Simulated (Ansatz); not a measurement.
Total density of states per atom from plane-wave PAW r²SCAN (Ansatz code), in 0.25 eV bins, energy from the Fermi level:

```tsv
E (eV)	states/eV/atom
-7.85	0.15
-7.60	0.18
-7.35	0.24
-7.10	0.47
-6.85	0.62
-6.60	0.76
-6.35	0.81
-6.10	0.97
-5.85	1.02
-5.60	0.98
-5.35	0.96
-5.10	0.93
-4.85	0.75
-4.60	0.59
-4.35	0.95
-4.10	0.99
-3.85	0.81
-3.60	0.85
-3.35	0.95
-3.10	1.06
-2.85	1.05
-2.60	1.16
-2.35	1.26
-2.10	1.20
-1.85	1.23
-1.60	1.41
-1.35	1.14
-1.10	0.95
-0.85	0.77
-0.60	0.72
-0.35	0.71
-0.10	0.70
0.15	0.86
0.40	1.09
0.65	0.90
0.90	0.75
1.15	0.65
1.40	0.70
1.65	0.68
1.90	0.67
2.15	0.65
2.40	0.67
2.65	0.69
2.90	0.74
3.15	0.83
3.40	1.07
3.65	1.17
3.90	1.11
4.15	0.83
4.40	0.63
4.65	0.43
```

Task: Pick the material that matches.
A) Tb, fcc (Cu type)
B) Re, fcc (Cu type)
C) Y, fcc (Cu type)
D) Ta3Re, Fm-3m (Ta on 8c, Ta on 4b, Re on 4a)

Result: B, Re, fcc (Cu type). Within 0.5 eV of the Fermi level: Re 5d 92 %. Projections are on Löwdin-orthogonalised atomic valence shells; empty p or d shells of many metals are not among them.

The cell is a constructed one: a structure type filled with these elements; the Crystallography Open Database files this formula in space group No. 225, but the cells were not matched. It is not the phase usual at ambient conditions (space group No. 194). The r²SCAN relaxation kept the symmetry of its start; its stability against distortions is not shown here. The run is not spin-polarised. Scalar-relativistic: spin–orbit coupling is off unless named, which matters more the heavier the elements.

Potentials: the later of the program's two PAW sets.
